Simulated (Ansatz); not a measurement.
BaTiO₃:
```
BaTiO3
1.0
    3.97290     0.00000     0.00000
    0.00000     3.97290     0.00000
    0.00000     0.00000     4.11206
Ba Ti O
1 1 3
Cartesian
  1.98645   1.98645   2.40553
  0.00000   0.00000   0.42374
  0.00000   1.98645   0.25881
  1.98645   0.00000   0.25881
  0.00000   0.00000   2.24546
```

This is the r²SCAN-relaxed structure.

Question: All from r²SCAN in the plane-wave PAW code Ansatz, unless another level is named. Predict the band gap.

Answer: 2.23 eV (indirect).

Question: Give the hole effective mass with spin–orbit coupling.

Answer: 0.84, 0.84, 23 mₑ (principal values).

Question: Next, the formation energy from the elements (no fitted shifts)?

Answer: -3.38 eV/atom.

Question: Predict the conduction-band minimum.

Answer: at Γ.

Space group P4mm. The cell was relaxed with r²SCAN under the symmetry of its start. At this level the phase is dynamically unstable (imaginary phonons). No spin polarisation was allowed. The references are the lowest solids computed at this level, not always the standard phases (solids in place of the gases). Spin–orbit coupling is left out wherever it is not named.

Potentials: the earlier of the program's two PAW sets.
